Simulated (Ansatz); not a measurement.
CoBi₃:
```xyz
16
Lattice="8.7347 0.0000 0.0000 0.0000 4.0247 0.0000 0.0000 0.0000 11.4716" Properties=species:S:1:pos:R:3 pbc="T T T"
Co     0.7962     1.0062     5.4969
Co     7.9385     3.0185     5.9748
Co     3.5712     3.0185    11.2327
Co     5.1635     1.0062     0.2389
Bi     3.5860     1.0062     9.4580
Bi     5.1487     3.0185     2.0137
Bi     0.7814     3.0185     3.7221
Bi     7.9533     1.0062     7.7495
Bi     2.6084     1.0062     1.2064
Bi     6.1263     3.0185    10.2652
Bi     1.7590     3.0185     6.9423
Bi     6.9757     1.0062     4.5294
Bi     3.3393     1.0062     4.6665
Bi     5.3954     3.0185     6.8052
Bi     1.0280     3.0185    10.4023
Bi     7.7067     1.0062     1.0694
```

Relaxed with PBEsol. Special points in fractions of this cell's reciprocal vectors: Γ (0.000, 0.000, 0.000); X (0.500, 0.000, 0.000); S (0.500, 0.500, 0.000); Y (0.000, 0.500, 0.000); Z (0.000, 0.000, 0.500); U (0.500, 0.000, 0.500); R (0.500, 0.500, 0.500); T (0.000, 0.500, 0.500).

List the band energies nearest the Fermi level at these points for PBEsol (plane waves, PAW; program Ansatz).

In eV from the Fermi level; about four levels below and three above (degenerate sets whole), none deeper than 8.9 eV; points with the same levels are listed once.

```json
[
 {"k": "Γ", "below": "-0.67 -0.58 -0.15 -0.14", "above": "0.39 0.49 0.75"},
 {"k": "X", "below": "-0.78 -0.78 -0.34 -0.34", "above": "0.05 0.05 0.46 0.46"},
 {"k": "S", "below": "-0.23 -0.23 -0.23 -0.23", "above": "1.37 1.37 1.37 1.37"},
 {"k": "Y", "below": "-0.75 -0.75 -0.69 -0.69", "above": "0.14 0.14 0.75 0.75"},
 {"k": "Z", "below": "-0.93 -0.93 -0.33 -0.33", "above": "0.05 0.05 0.59 0.59"},
 {"k": "U", "below": "-1.00 -1.00 -0.76 -0.76", "above": "0.08 0.08 0.15 0.15"},
 {"k": "R", "below": "-0.80 -0.80 -0.80 -0.80", "above": "0.08 0.08 0.08 0.08"},
 {"k": "T", "below": "-0.91 -0.91 -0.64 -0.64", "above": "0.01 0.01 0.58 0.58"}
]
```

Space group Pnma. The workflow started from a Materials Project entry (that database holds measured and hypothetical structures alike); the Crystallography Open Database copy checked does not list it. Whether it is the stable phase at ambient conditions was not checked. The cell was relaxed with PBEsol under the symmetry of its start; its stability against distortions is not shown here. The run is not spin-polarised. Scalar-relativistic: spin–orbit coupling is off unless named, which matters more the heavier the elements.

Potentials: the later of the program's two PAW sets.
